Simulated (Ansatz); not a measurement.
Start of a relaxation of FeCo3Ge4:

```
Fe Co Ge
1.0
     3.48635    2.01285    2.84659
    -3.48635    2.01285    2.84659
     0.00000   -4.02569    2.84659
Fe Co Ge
1 3 4
Direct
  0.86500 0.86500 0.86500
  0.13500 0.63500 0.36500
  0.36500 0.13500 0.63500
  0.63500 0.36500 0.13500
  0.84200 0.34200 0.65800
  0.65800 0.84200 0.34200
  0.34200 0.65800 0.84200
  0.15800 0.15800 0.15800
```

Computed with Ansatz, DFT PBE, scalar-relativistic, plane waves, PAW. Cutoff 420 eV, Gaussian smearing, Γ-centred meshes. Cell and atoms relax first on a coarse mesh and then on a finer one. In between, the cell is made exact in the group found at 0.06 Å. In metals the finer mesh still leaves noise of several meV/atom or more. The steps can't lower the symmetry of their start. Collinear spin, starting moments Fe 4.0; Co 3.0 (×3) μB.

A guess keeps its type if space group and coordination stay and the shape of the cell changes little (axis ratios within about 15 %, angles within 6°); the volume may change.

Problem. Does this structure survive the relaxation?

Solution. It keeps its type. The symmetry stays R3 (No. 146). The volume per atom shrinks by 16.3 %, from 15.0 to 12.5 Å³. The shortest distance goes from 2.50 Å (Co–Ge and Fe–Ge) to 2.37 Å (Fe–Ge). The ratio c/a of the conventional cell changes by a factor of 1.00. Counting neighbours within 15 % of an atom's shortest distance, the start has Co 7, Fe 7, Ge 7 and the end Co 7, Fe 7, Ge 7.

Energies over the elements count from the elements' standard structures at the same level, with no fitted energy shifts.

Problem. At what energy does it end?

Solution. −0.16 eV/atom. Whether it is stable depends on the other phases of the system, which aren't compared here.

The last run used collinear spin, a 12×12×12 mesh for its 8-atom cell and Gaussian smearing of 0.10 eV. Another magnetic order may lie lower. Symmetry constrained the relaxation, so the result can be a saddle point.
